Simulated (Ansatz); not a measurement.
**Computed properties of CuPd**

CuPd:
```
CELL_PARAMETERS angstrom
      1.38431    -2.19404     0.00000
      1.38431     2.19404     0.00000
      0.00000     0.00000     4.22167
ATOMIC_POSITIONS crystal
  Cu 0.00000 0.00000 0.00000
  Pd 0.50000 0.50000 0.50000
```

Space group Cmmm (No. 65); conventional cell a = 2.7686 Å, b = 4.3881 Å, c = 4.2217 Å, α = β = γ = 90.00°.

Method: DFT-LDA in the program Ansatz with PAW potentials. Structure relaxed to zero pressure with the same functional. Other levels are named where they apply.

Cell and energy:

```json
{
  "volume_per_atom": "12.82 Å³",
  "density": "11.01 g/cm³",
  "Formation energy from the elements (no fitted shifts)": "-0.010 eV/atom"
}
```

Electronic structure:

```json
{
 "electronic_character": "metallic (no gap)",
 "Density of states at the Fermi level": "0.44 states/eV per atom (mean over ±0.08 eV)"
}
```

Mechanics:

```json
{
 "Bulk modulus (Birch–Murnaghan fit)": "199 GPa",
 "Pressure derivative B′": "5.1",
 "Elastic constants (relaxed ions, GPa)": "C11 = 241, C22 = 348, C33 = 345, C12 = 182, C13 = 201, C23 = 57.0, C44 = -27.3, C55 = 122, C66 = 122",
 "mechanical_stability": "unstable (C has a negative eigenvalue)"
}
```

Phonons:

```json
{
 "highest_zone_centre_frequency": "259 cm^-1",
 "zone_centre_stability": "unstable, softest mode 66i cm⁻¹"
}
```

The workflow started from a Materials Project entry (that database holds measured and hypothetical structures alike); the Crystallography Open Database copy checked does not list it. COD files the formula under space group No. 221. With Cu and Pd taken as one species the cell has the higher symmetry I4/mmm, so it may be an ordered model of a mixed-site phase. Its standing as an ambient phase is unchecked. The LDA relaxation kept the symmetry of its start. No spin polarisation was allowed. As this level gives no gap, shear constants depend on the k-mesh and smearing (Fermi–Dirac, 0.1 eV here). As this level gives no gap, phonon frequencies hold no LO–TO term and depend on the k-mesh and smearing (Fermi–Dirac, 0.1 eV here). Axis ratios of metals converge slowly with the k-mesh, so a and c are less sure than the volume. On the denser mesh and wider smearing of the elastic run this cell carries a stress of 0.4 GPa. The references are the lowest solids computed at this level, not always the standard phases. Scalar-relativistic: spin–orbit coupling is off unless named, which matters more the heavier the elements.

Potentials: the later of the program's two PAW sets.
